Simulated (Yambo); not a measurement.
Optical response of Ta2H

```
Ta2H
1.0
    1.72050    -2.37147     0.00000
    1.72050     2.37147     0.00000
    0.00000     0.00000     4.75857
H Ta
1 2
Cartesian
  0.00000   0.00000   0.00000
  0.86025   1.18573   1.25897
  0.86025  -1.18573   3.49960
```

Yambo, RPA with local fields on PBEsol bands; 14×14×10 mesh, 59 bands, 4 Ry local-field block, 0.25 eV broadening; field along z.

```json
[
 {"E (eV)": "0.6", "Im ε": "24.6", "Im ε, independent particles": "24.8"},
 {"E (eV)": "1.1", "Im ε": "19.6", "Im ε, independent particles": "19.8"},
 {"E (eV)": "1.6", "Im ε": "18.0", "Im ε, independent particles": "18.1"},
 {"E (eV)": "2.1", "Im ε": "19.1", "Im ε, independent particles": "19.2"},
 {"E (eV)": "2.6", "Im ε": "16.3", "Im ε, independent particles": "16.4"},
 {"E (eV)": "3.1", "Im ε": "13.9", "Im ε, independent particles": "14.1"},
 {"E (eV)": "3.6", "Im ε": "13.6", "Im ε, independent particles": "13.9"},
 {"E (eV)": "4.1", "Im ε": "14.0", "Im ε, independent particles": "14.4"},
 {"E (eV)": "4.6", "Im ε": "14.0", "Im ε, independent particles": "14.7"},
 {"E (eV)": "5.1", "Im ε": "14.9", "Im ε, independent particles": "15.8"},
 {"E (eV)": "5.6", "Im ε": "11.9", "Im ε, independent particles": "12.1"},
 {"E (eV)": "6.1", "Im ε": "8.06", "Im ε, independent particles": "8.19"},
 {"E (eV)": "6.6", "Im ε": "6.27", "Im ε, independent particles": "6.12"},
 {"E (eV)": "7.1", "Im ε": "5.54", "Im ε, independent particles": "5.27"},
 {"E (eV)": "7.6", "Im ε": "5.53", "Im ε, independent particles": "5.17"},
 {"E (eV)": "8.1", "Im ε": "6.15", "Im ε, independent particles": "5.59"},
 {"E (eV)": "8.6", "Im ε": "5.93", "Im ε, independent particles": "5.21"},
 {"E (eV)": "9.1", "Im ε": "5.28", "Im ε, independent particles": "4.80"},
 {"E (eV)": "9.6", "Im ε": "5.39", "Im ε, independent particles": "5.35"},
 {"E (eV)": "10.1", "Im ε": "4.78", "Im ε, independent particles": "5.11"},
 {"E (eV)": "10.6", "Im ε": "4.03", "Im ε, independent particles": "4.61"},
 {"E (eV)": "11.1", "Im ε": "3.50", "Im ε, independent particles": "4.08"},
 {"E (eV)": "11.6", "Im ε": "3.44", "Im ε, independent particles": "3.43"},
 {"E (eV)": "12.1", "Im ε": "3.09", "Im ε, independent particles": "2.93"},
 {"E (eV)": "12.6", "Im ε": "2.38", "Im ε, independent particles": "2.26"},
 {"E (eV)": "13.1", "Im ε": "2.04", "Im ε, independent particles": "2.00"},
 {"E (eV)": "13.6", "Im ε": "2.01", "Im ε, independent particles": "2.03"},
 {"E (eV)": "14.1", "Im ε": "1.94", "Im ε, independent particles": "1.96"},
 {"E (eV)": "14.6", "Im ε": "1.74", "Im ε, independent particles": "1.79"},
 {"E (eV)": "15.1", "Im ε": "1.62", "Im ε, independent particles": "1.67"},
 {"E (eV)": "15.6", "Im ε": "1.52", "Im ε, independent particles": "1.57"},
 {"E (eV)": "16.1", "Im ε": "1.28", "Im ε, independent particles": "1.30"},
 {"E (eV)": "16.6", "Im ε": "1.03", "Im ε, independent particles": "1.03"},
 {"E (eV)": "17.1", "Im ε": "0.77", "Im ε, independent particles": "0.77"},
 {"E (eV)": "17.6", "Im ε": "0.66", "Im ε, independent particles": "0.66"},
 {"E (eV)": "18.1", "Im ε": "0.60", "Im ε, independent particles": "0.61"},
 {"E (eV)": "18.6", "Im ε": "0.54", "Im ε, independent particles": "0.56"},
 {"E (eV)": "19.1", "Im ε": "0.48", "Im ε, independent particles": "0.52"},
 {"E (eV)": "19.6", "Im ε": "0.41", "Im ε, independent particles": "0.45"}
]
```

Only interband transitions are included: the Drude term is missing, so nothing below about 0.6 eV and no real part is shown. Structure narrower than a few tenths of an eV can come from the finite k mesh.

Spin-orbit coupling is left out; for elements this heavy it splits bands near the Fermi level.

Geometry of the Materials Project entry, not relaxed at this level.

The structure is a Materials Project entry; no match was found in the copy of COD used, and its stability was not checked.
